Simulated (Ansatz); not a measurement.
Consider the following.

HfO2:
```cif
data_Hf2O4
_chemical_formula_sum 'Hf2 O4'
_space_group_name_H-M_alt 'P 1'
_space_group_IT_number 1
_cell_length_a 4.78886
_cell_length_b 4.78886
_cell_length_c 3.18585
_cell_angle_alpha 90.000
_cell_angle_beta 90.000
_cell_angle_gamma 90.000
loop_
_space_group_symop_operation_xyz
  'x, y, z'
loop_
_atom_site_label
_atom_site_type_symbol
_atom_site_fract_x
_atom_site_fract_y
_atom_site_fract_z
_atom_site_occupancy
Hf1 Hf 0.00000 0.00000 0.00000 1
Hf2 Hf 0.50000 0.50000 0.50000 1
O1 O 0.19511 0.80489 0.50000 1
O2 O 0.80489 0.19511 0.50000 1
O3 O 0.69511 0.69511 0.00000 1
O4 O 0.30489 0.30489 0.00000 1
```

This is the LDA-relaxed structure.

All from DFT-LDA in the program Ansatz with PAW potentials, unless another level is named. Give the Hill bulk and shear moduli.

236 and 106 GPa.

Predict the highest zone-centre frequency (without LO–TO term).

807 cm⁻¹.

Space group P4_2/mnm (rutile). The workflow started from a Materials Project entry (that database holds measured and hypothetical structures alike); the Crystallography Open Database copy checked does not list it. It is not the phase usual at ambient conditions (space group No. 14, 29). The cell was relaxed with LDA under the symmetry of its start; of distortions, only those at the zone centre were tested. No spin polarisation was allowed. Spin–orbit coupling is left out wherever it is not named.

Potentials: the later of the program's two PAW sets.
